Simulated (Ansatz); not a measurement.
Input and command of a plane-wave DFT calculation in Ansatz:

```yaml
crystal:
  lattice:
    - [3.7617888524, 0.0, 0.0]
    - [0.0, 3.7617888524, 0.0]
    - [0.0, 0.0, 3.9547011012]
  atoms:
    - { symbol: Co, position: [0.0, 0.0, 0.0] }
    - { symbol: W, position: [0.0, 0.5, 0.5] }
    - { symbol: W, position: [0.5, 0.0, 0.5] }
    - { symbol: W, position: [0.5, 0.5, 0.0] }
basis:
  ecutwfc: 420
kpoints:
  mp_grid: { grid: [12, 12, 12] }
hamiltonian:
  xc: pbesol
scf:
  occupations: { method: gaussian, width: 0.15 }
output:
  forces: true
  stress: true
  eigenvalues: true
```

```bash
ansatz run input.yaml --threads 2 --pin off --max-ram 5120MiB --backend cpu --events-out ev --progress --plain --runs-dir out
```

Processor: AMD EPYC 9R45 96-Core Processor (Zen 5), 2 threads, on a host shared with other jobs.

Problem. How long does it run, and how much memory does it take?

Solution. About 3.5 s on 2 threads of AMD EPYC 9R45 96-Core Processor (Zen 5) (shared host), peak memory 0.61 GiB. It solves 36 bands at 196 k points (the mesh reduced by symmetry) with about 1077 plane waves, in 7 SCF iterations.
